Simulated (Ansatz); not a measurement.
## Ta: comparing deformations

Computed with Ansatz, DFT r2SCAN, scalar-relativistic, plane waves, PAW. Settings: plane waves to 500 eV, k-mesh 24×24×24 (Γ-centred), Gaussian smearing 0.15 eV. Spin–orbit coupling is left out, which can shift energies with elements as heavy as these. No spin polarisation. Energies are free energies at this smearing, counted from the undisturbed cell; pressure is positive in compression.

Zero of the scan (relaxed at this level; this fcc form isn't the usual structure):

```xyz
1
Lattice="0.0000 2.1039 2.1039 2.1039 0.0000 2.1039 2.1039 2.1039 0.0000" Properties=species:S:1:pos:R:3 pbc="T T T"
Ta    0.0000    0.0000    0.0000
```

The cell is strained by ε times a Voigt pattern (xx, yy, zz, yz, xz, xy; engineering shear) with fractional coordinates fixed. τ = (1/V0) dE/dε comes from the stress tensor. Of each scan, only the three points used here are listed.

```
           pattern        ε  τ (GPa)
(0, 0, 0, 0, 1, 0)  -0.0100    -0.82
(0, 0, 0, 0, 1, 0)   0.0000     0.00
(0, 0, 0, 0, 1, 0)   0.0150     1.22
(0, 1, 0, 0, 0, 0)  -0.0300    -3.16
(0, 1, 0, 0, 0, 0)   0.0000    -0.02
(0, 1, 0, 0, 0, 0)   0.0150     2.01
```

Task: Which constants do the scans give, and which deformation costs least for the same size of strain tensor?

Result: The slope dτ/dε at zero (parabola through three points) is pᵀCp: (0, 0, 0, 0, 1, 0) gives C44 = 82 GPa; (0, 1, 0, 0, 0, 0) gives C11 = 125 GPa. The size of the strain tensor, ε:ε, is ε² times 0.5, 1.0. Per unit of it the stiffnesses are 163, 125 GPa, so (0, 1, 0, 0, 0, 0) is the softest of these: at ε:ε = (1 %)² the quadratic term costs 0.73 meV/atom against 0.95 for the stiffest.

In a metal these slopes depend on the k mesh and the smearing.